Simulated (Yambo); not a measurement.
Yambo run on LuPO4 (space group I4_1/amd, No. 141). The wavefunctions are PBEsol (Quantum ESPRESSO, PseudoDojo norm-conserving, 100 Ry, without SOC) ones on a 2×2×2 mesh (54 occupied bands); a = 5.605 Å, b = 5.605 Å, c = 5.605 Å, α = 106.16°, β = 106.16°, γ = 116.32°.

Yambo input:

```
rim_cut
gw0
dyson
el_el_corr
HF_and_locXC
mpa
em1d
RandQpts= 1000000
RandGvec= 1 Ry
EXXRLvcs= 100 Ry
VXCRLvcs= 400 Ry
Chimod= "HARTREE"
% BndsRnXm
 3 | 222 |
%
NGsBlkXm= 7 Ry
% LongDrXm
 1.0 | 1.0 | 1.0 |
%
EnSampXm= "2l"
EnGridXm= "lP"
% EnRngeXm
 0.0 | 40.0 | eV
%
% ImRngeXm
 2.72114 | 27.21138 | eV
%
% DmRngeXm
 0.02721 | 2.72114 | eV
%
ETStpsXm= 8
IntSolXm= "PT"
% GbndRnge
 1 | 222 |
%
GTermKind= "none"
DysSolver= "n"
ExtendOut
% QPkrange
 1 | 1 | 54 | 55 |
%
```

k points by index: 1 = Γ.

The o-*.qp file then holds:

```
#    K-point    Band    Eo [eV]    E [eV]    E-Eo [eV]    Vxc [eV]    Vnlxc [eV]    Sc|Eo [eV]    Sc|E [eV]    dSc/dw|Eo [eV]    Re(Z)    Im(Z)
#
    1    54    0.000000    -0.946271    -0.946271    -20.09143    -25.80149    4.531933    4.763788    -6.653947    0.803490    -0.004714
    1    55    6.219399    7.504335    1.284937    -13.63082    -8.434375    -3.686302    -3.911513    -4.766990    0.850923    -0.002531
```
(The two width columns are left out.) Convergence of these settings isn't established.

Geometry of the Materials Project entry, not relaxed at this level.
